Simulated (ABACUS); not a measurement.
Worked example: self-consistent single point of Cs2P2Pd (Cmcm, 20 atoms in the cell; from Materials Project mp-1205610, lattice scaled a little) in ABACUS.

Method: LDA (PW92), numerical atomic orbitals TZDP (confined pseudo-atomic orbitals; energy shift 0.01 Ry), PseudoDojo 0.4 standard norm-conserving LDA (tails mended) pseudopotentials (ABACUS 3.10.1).

```xyz
20
Lattice="6.8412 0.0000 0.0000 0.0000 14.8668 0.0000 0.0000 0.0000 6.1658" Properties=species:S:1:pos:R:3 pbc="T T T"
Cs     0.0000     3.1608     1.5414
Cs     3.4206     4.2726     4.6243
Cs     3.4206     1.2313     1.5414
Cs     0.0000     6.2021     4.6243
Cs     3.4206    10.5942     1.5414
Cs     0.0000    11.7060     4.6243
Cs     0.0000     8.6647     1.5414
Cs     3.4206    13.6355     4.6243
P      2.3526     5.9565     1.5414
P      1.0680     1.4769     4.6243
P      5.7733     1.4769     4.6243
P      4.4886     5.9565     1.5414
P      5.7733    13.3899     1.5414
P      4.4886     8.9103     4.6243
P      2.3526     8.9103     4.6243
P      1.0680    13.3899     1.5414
Pd     0.0000     0.0000     0.0000
Pd     0.0000     0.0000     3.0829
Pd     3.4206     7.4334     0.0000
Pd     3.4206     7.4334     3.0829
```

Reference input (self-consistent single point, DFT, LDA (PW92), numerical atomic orbitals TZDP (confined pseudo-atomic orbitals; energy shift 0.01 Ry), PseudoDojo 0.4 standard norm-conserving LDA (tails mended) pseudopotentials): basis = TZDP numerical atomic orbitals, energy shift 0.01 Ry; KPT = MP 3 1 3 0 0 0; basis_type = lcao; dft_functional = PWLDA; ecutwfc = 100 Ry; smearing_method = fd; smearing_sigma = 0.000734986 Ry; potentials = PseudoDojo 0.4 standard norm-conserving LDA (tails mended); symmetry = 1; symmetry_prec = 1e-05; ks_solver = genelpa; scf_nmax = 100. This run's input differs from it in these lines:

```diff
@@ -77,4 +77,4 @@
 0
-MP
-3 1 3 0 0 0
+Gamma
+2 1 2 0 0 0
```

Log, with long lists cut:

```
 SELF-CONSISTENT
 -------------------------------------------

                  longest orb rcut (Bohr) = 10.6
   longest nonlocal projector rcut (Bohr) = 2.3
                     search radius (Bohr) = 25.8

                          real space grid = [ 90, 180, 75 ]

                                 init_chg = atomic

 LCAO ALGORITHM --------------- ION=   1  ELEC=   1--------------------------------

 Density error is 0.107802810344
 E_KohnSham     -1561.8760691453     -21250.4141102179
 E_Fermi        0.6019685591         8.1902024202

 LCAO ALGORITHM --------------- ION=   1  ELEC=   2--------------------------------

   [... lines left out ...]

   [... 8 blocks of this kind left out ...]

 LCAO ALGORITHM --------------- ION=   1  ELEC=  11--------------------------------

 Density error is 1.07787374893e-06
 E_KohnSham     -1566.1551264208     -21308.6336712336
 E_Fermi        0.5682620911         7.7316023970

 LCAO ALGORITHM --------------- ION=   1  ELEC=  12--------------------------------

 Density error is 2.15562469545e-07
 E_KohnSham     -1566.1551264208     -21308.6336712337
 E_KS(sigma->0) -1566.1551264208     -21308.6336712337
 E_entropy(-TS) 0.0000000000         0.0000000000
 E_Fermi        0.5682624103         7.7316067396
 charge density convergence is achieved
 final etot is -21308.633671 eV
 EFERMI = 7.7316067396 eV

 STATE ENERGY(eV) AND OCCUPATIONS    NSPIN == 1
   [... 108 lines left out ...]

 TOTAL-FORCE (eV/Angstrom)
                       Cs1         0.0000000000        -0.1508329480         0.0000000000
                       Cs2         0.0000000000         0.1508329481         0.0000000000
                       Cs3         0.0000000000        -0.1549358614         0.0000000000
                       Cs4         0.0000000000         0.1549358615         0.0000000000
                       Cs5         0.0000000000        -0.1508329481         0.0000000000
                       Cs6         0.0000000000         0.1508329480         0.0000000000
                       Cs7         0.0000000000        -0.1549358615         0.0000000000
   [... lines left out ...]

 TOTAL-STRESS (KBAR)
        -8.6191003820         0.0000000000         0.0000000000
         0.0000000000       -22.3444828546        -0.0000000000
         0.0000000000         0.0000000000       -16.0730049627
 TOTAL-PRESSURE: -15.678863 KBAR

 --------------------------------------------
 !FINAL_ETOT_IS -21308.6336712337433710 eV
 --------------------------------------------
```

The run converged in 12 iterations. Against the reference run the free energy goes up by 9.6 meV/atom, the pressure hardly changes (-1.63 to -1.57 GPa) and the largest force goes from 0.695 to 0.668 eV/Å.

The atom-centred basis is finite, which shifts total energies, pressures and forces against plane waves. This run is one point of a test of settings, so its values need not be converged; read them against the reference run alone. The structure comes from a collection of computed structures, made at another level of theory; the collection holds predicted forms beside known ones. Its lattice was then scaled.

Cost on one core: around 7 core-minutes (rough).

The atomic orbitals were generated for these runs; they are not ABACUS's published sets and were checked against plane waves on a few crystals only.

“Tails mended”: in these copies of the files the far tail of each local potential was reset to the Coulomb form.
